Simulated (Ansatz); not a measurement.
A frame of SnO2 from dynamics at 3000 K, with the forces (eV/Å) computed on a k mesh in the last three columns. Theory: DFT PBE, scalar-relativistic, plane waves, PAW (Ansatz 0.2.0).

Plane waves to 420 eV, a k mesh through Γ of 3×3×3 on the computed 21-atom cell and Fermi–Dirac smearing (0.26 eV); no spin polarisation.

```xyz
21
Lattice="6.813 -0.068 -0.022 -0.068 6.598 -0.099 -0.022 -0.099 6.379" Properties=species:S:1:pos:R:3:forces:R:3 pbc="T T T"
Sn    4.892    4.803    6.022   -2.030   -3.730   -1.510
Sn    0.354    1.892    4.804   -2.920   -0.020   -1.670
Sn    3.882    0.190    3.581    4.350    0.950   -3.160
Sn    1.440    4.440    0.851   -2.160    0.860   -1.130
Sn    3.153    1.391    6.230    2.390    0.480    3.900
Sn    6.289    1.166    1.629    2.100    0.140   -3.050
Sn    2.202    4.296    3.935    0.780   -3.630    1.070
O     4.698    2.086    2.071   -2.960    0.200    1.850
O     5.007    0.977    5.180   -1.110    0.330    0.060
O     2.930    5.087    5.780   -2.280    0.220    0.000
O     0.260    2.616    2.965    1.070    0.460   -0.480
O     1.184    1.423    0.127   -0.850   -0.720    1.270
O     3.968    0.091    1.253   -0.390   -0.050   -0.600
O     6.334    5.840    0.178    5.020    3.480    2.600
O     6.235   -0.045    3.056   -0.250   -1.380    2.670
O     0.473    3.970    5.107    1.980   -0.300    0.400
O     5.860    3.090    0.543    0.390    1.250   -1.460
O     4.593    4.539    3.911   -1.850    0.970    1.040
O     2.459    1.996    4.346    0.830   -0.100    0.270
O     2.182    5.856    2.849   -1.600    0.830   -0.960
O     2.895    3.248    1.502   -0.510   -0.230   -1.120
```

Static pressure 4.7 GPa (no kinetic part), no gap on the mesh.

Counting as bonded all pairs within 1.2 times the summed covalent radii, but none from a metal cation to another cation:

| atom → neighbour | mean count | mean length (Å) | spread (Å) |
| --- | --- | --- | --- |
| O → Sn | 2.43 | 2.16 | 0.18 |
| Sn → O | 4.86 | 2.16 | 0.18 |

Angles between all pairs of such bonds at an atom (mean ± spread): 111 ± 20° at O, 104 ± 28° at Sn.

Cost: 1 run of about 2 core-minutes, on Intel Xeon Processor @ 2.50GHz (Skylake/Cascade Lake) (shared hosts).